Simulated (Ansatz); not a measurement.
SrCl₂:
```
CELL_PARAMETERS angstrom
      0.00000     3.49746     3.49746
      3.49746     0.00000     3.49746
      3.49746     3.49746     0.00000
ATOMIC_POSITIONS crystal
  Sr 0.00000 0.00000 0.00000
  Cl 0.25000 0.25000 0.25000
  Cl 0.75000 0.75000 0.75000
```

x, y and z are the axes in which the lattice vectors are written.

Problem. Give the high-frequency dielectric tensor and the Born effective charge tensors of the independent atoms from DFPT, r²SCAN in the plane-wave PAW code Ansatz.

Solution. 
ε∞:
```
2.77  0.00  0.00
0.00  2.77  0.00
0.00  0.00  2.77
```
Z* of atom 1 (Sr), rows: field, columns: displacement, in e:
```
2.46  0.00  0.00
0.00  2.46  0.00
0.00  0.00  2.46
```
Z* of atom 2 (Cl), rows: field, columns: displacement, in e:
```
-1.23   0.00   0.00
 0.00  -1.23   0.00
 0.00   0.00  -1.23
```

Static charges for comparison (Bader): Sr1 +1.66, Cl2 -0.83 e. Born charges measure polarisation by displacement and can exceed these by far.

Space group Fm-3m (fluorite). The r²SCAN relaxation kept the symmetry of its start; phonons on a q-mesh show no instability. Spin–orbit coupling is left out wherever it is not named.

Potentials: the later of the program's two PAW sets.
